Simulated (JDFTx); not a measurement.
An input for a modified build of JDFTx (Ta(100), CANDLE, water, 1 M KF; bohr, hartree) and the course of its log:

```
lattice \
  6.2547289109 0.0000000000 0.0000000000 \
  0.0000000000 6.2547289109 0.0000000000 \
  0.0000000000 0.0000000000 45.9203448284
coords-type Lattice
ion Ta 0.5000000000 0.5000000000 -0.1636076848 0
ion Ta 0.0000000000 0.0000000000 -0.1021561730 0
ion Ta 0.5000000000 0.5000000000 -0.0340520580 0
ion Ta 0.0000000000 0.0000000000 0.0340520580 0
ion Ta 0.5000000000 0.5000000000 0.1021561730 0
ion Ta 0.0000000000 0.0000000000 0.1636076848 0
ion-species pseudo/ta_pbe_v1.upf
elec-cutoff 20 100
elec-ex-corr gga-PBE
coulomb-interaction Slab 001
coulomb-truncation-embed 0 0 0
kpoint-folding 6 6 1
elec-smearing Fermi 0.01
elec-n-bands 52
target-mu -0.117230
electronic-scf nIterations 100 energyDiffThreshold 1e-07
fluid LinearPCM
pcm-variant CANDLE
fluid-solvent H2O
fluid-cation K+ 1
fluid-anion F- 1
fluid-minimize nIterations 400 knormThreshold 1e-12
wavefunction read f0.wfns
elec-initial-eigenvals f0.eigenvals
elec-initial-fillings read f0.fillings
fluid-initial-state f0.fluidState
dump-name f0_u0.$VAR
dump End State Ecomponents EigStats BandEigs Forces ElecDensity IonicPositions Fillings Kpoints Dtot FluidDebug BoundCharge FluidDensity
```

```
[one cycle in 5 is shown, and the last three; fluid-solver lines are left out]
	FillingsUpdate:  mu: -0.117230000  nElectrons: 78.816081
SCF: Cycle:  0   G: -342.757420947630294   dG: +1.321e-01   |Residual|: 3.288e-02   |deigs|: 5.932e-07
	FillingsUpdate:  mu: -0.117230000  nElectrons: 78.126539
SCF: Cycle:  5   G: -342.887211795124188   dG: -9.980e-04   |Residual|: 4.683e-03   |deigs|: 1.178e-04
	FillingsUpdate:  mu: -0.117230000  nElectrons: 78.162319
SCF: Cycle: 10   G: -342.883372990169789   dG: +3.472e-03   |Residual|: 6.279e-03   |deigs|: 8.963e-04
	FillingsUpdate:  mu: -0.117230000  nElectrons: 78.296233
SCF: Cycle: 15   G: -342.874969925952371   dG: +4.413e-03   |Residual|: 1.049e-02   |deigs|: 2.673e-04
	FillingsUpdate:  mu: -0.117230000  nElectrons: 78.851435
SCF: Cycle: 20   G: -342.764340454159708   dG: -2.519e-02   |Residual|: 3.241e-02   |deigs|: 4.641e-04
	FillingsUpdate:  mu: -0.117230000  nElectrons: 78.821769
SCF: Cycle: 25   G: -342.756948440291637   dG: -2.040e-02   |Residual|: 3.346e-02   |deigs|: 3.403e-04
	FillingsUpdate:  mu: -0.117230000  nElectrons: 78.711980
SCF: Cycle: 30   G: -342.801157336805034   dG: -1.823e-01   |Residual|: 2.789e-02   |deigs|: 2.703e-03
	FillingsUpdate:  mu: -0.117230000  nElectrons: 79.360969
SCF: Cycle: 35   G: -342.562939679513761   dG: -4.370e-03   |Residual|: 5.063e-02   |deigs|: 4.631e-05
	FillingsUpdate:  mu: -0.117230000  nElectrons: 79.193405
SCF: Cycle: 40   G: -342.579667865745080   dG: +1.791e-01   |Residual|: 5.007e-02   |deigs|: 2.415e-03
	FillingsUpdate:  mu: -0.117230000  nElectrons: 79.124831
SCF: Cycle: 45   G: -342.631199749925827   dG: -8.960e-02   |Residual|: 4.677e-02   |deigs|: 9.649e-04
	FillingsUpdate:  mu: -0.117230000  nElectrons: 79.484154
SCF: Cycle: 50   G: -342.403916044606035   dG: +3.994e-02   |Residual|: 6.303e-02   |deigs|: 1.426e-03
	FillingsUpdate:  mu: -0.117230000  nElectrons: 78.744466
SCF: Cycle: 55   G: -342.790352346485236   dG: +8.786e-03   |Residual|: 2.967e-02   |deigs|: 1.993e-04
	FillingsUpdate:  mu: -0.117230000  nElectrons: 78.988069
SCF: Cycle: 60   G: -342.726780590497697   dG: +2.502e-02   |Residual|: 3.717e-02   |deigs|: 4.194e-04
	FillingsUpdate:  mu: -0.117230000  nElectrons: 79.488537
SCF: Cycle: 65   G: -342.293446656111769   dG: -1.032e-01   |Residual|: 6.862e-02   |deigs|: 1.051e-03
	FillingsUpdate:  mu: -0.117230000  nElectrons: 79.467824
SCF: Cycle: 70   G: -342.414927621072934   dG: +5.481e-02   |Residual|: 6.235e-02   |deigs|: 4.796e-04
	FillingsUpdate:  mu: -0.117230000  nElectrons: 80.441257
SCF: Cycle: 75   G: -341.790063859428926   dG: -1.894e-02   |Residual|: 9.342e-02   |deigs|: 1.248e-04
	FillingsUpdate:  mu: -0.117230000  nElectrons: 77.173189
SCF: Cycle: 80   G: -342.369018228214827   dG: +5.255e-02   |Residual|: 8.193e-02   |deigs|: 1.494e-02
	FillingsUpdate:  mu: -0.117230000  nElectrons: 79.271727
SCF: Cycle: 85   G: -342.501958838356586   dG: -2.034e-01   |Residual|: 5.603e-02   |deigs|: 1.795e-03
	FillingsUpdate:  mu: -0.117230000  nElectrons: 79.137333
SCF: Cycle: 90   G: -342.680044102030990   dG: -6.052e-01   |Residual|: 4.203e-02   |deigs|: 5.256e-03
	FillingsUpdate:  mu: -0.117230000  nElectrons: 80.225276
SCF: Cycle: 95   G: -341.681509273071924   dG: +3.661e-01   |Residual|: 9.927e-02   |deigs|: 2.246e-03
	FillingsUpdate:  mu: -0.117230000  nElectrons: 80.023150
SCF: Cycle: 97   G: -341.840695637211297   dG: -8.264e-02   |Residual|: 9.189e-02   |deigs|: 9.095e-04
	FillingsUpdate:  mu: -0.117230000  nElectrons: 78.994829
SCF: Cycle: 98   G: -342.718661700683356   dG: -8.780e-01   |Residual|: 3.762e-02   |deigs|: 7.384e-03
	FillingsUpdate:  mu: -0.117230000  nElectrons: 79.099282
SCF: Cycle: 99   G: -342.681114395981695   dG: +3.755e-02   |Residual|: 4.099e-02   |deigs|: 5.553e-04
SCF: None of the convergence criteria satisfied after 100 iterations.
IonicMinimize: Iter:   0  G: -342.681114395981695  |grad|_K:  0.000e+00
IonicMinimize: Converged (|grad|_K<1.000000e-04).
```

This run gave no converged result. The electronic loop ended without meeting its threshold, so the last energy, electron count and forces aren't results.
